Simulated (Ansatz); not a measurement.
## Field gradients at the nuclei in MgH2

The cell is a Materials Project structure (computed, not necessarily an observed phase), ions relaxed with PBE at fixed cell.

Space group P4_2/mnm (No. 136); a = 4.4767, c = 2.9925 Å.

| site | Wyckoff | site symmetry | x | y | z |
| --- | --- | --- | --- | --- | --- |
| Mg | 2a | m.mm | 0.5000 | 0.5000 | 0.5000 |
| H | 4f | m.2m | 0.6956 | 0.6956 | 0.0000 |

One atom of each set is listed.

All values are calculated (Ansatz; DFT, r2SCAN, plane waves and PAW, scalar-relativistic, 500 eV cutoff, Γ-centred 6×6×9 k-points, Fermi–Dirac smearing 0.02 eV), not measured.

V_zz is the principal component of the electric field gradient with the largest magnitude, η = (V_xx − V_yy)/V_zz and C_Q = eQV_zz/h. ν_Q = 3|C_Q|/[2I(2I − 1)].

25Mg: I = 5/2, Q = 199.4 mb; ²H: I = 1, Q = 2.858 mb. Q values from Pyykkö, Mol. Phys. 116, 1328 (2018).

```
site  atoms          first shell  C_Q (MHz)     η  ν_Q (MHz)
  Mg      2   6 H at 1.93–1.94 Å       3.09  0.90      0.464
   H      4  3 Mg at 1.93–1.94 Å     -0.038  0.60      0.057
```

At H V_zz stands upright on the plane through its three neighbours (within 1°).
